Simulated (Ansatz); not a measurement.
LaB$_{6}$ in space group Pm-3m (No. 221; La on 1a, B on 6f), DFT-PBE in the program Ansatz with PAW potentials, all energies at zero smearing, with the estimated change up to a 700 eV cutoff added, with one set of potentials and settings (totals compare only within such a set). Cell of 7 atoms (1 La, 6 B): -7189.513 eV.

```csv
element,reference phase,E (eV/atom)
La,"P6_3/mmc, 4 atoms in the cell",-6250.0953
B,"R-3m, 12 atoms in the cell",-155.9161
```

Formation energy per atom, worked out: (-7189.513 − 1×(-6250.0953) − 6×(-155.9161))/7 = -0.560 eV/atom (-54 kJ per mol of atoms), at 0 K, without zero-point energy or fitted corrections.

Symmetry was held in the PBE relaxation. The references are the lowest solids computed at this level, not always the standard phases. Spin–orbit coupling is left out wherever it is not named.

Potentials: the later of the program's two PAW sets.
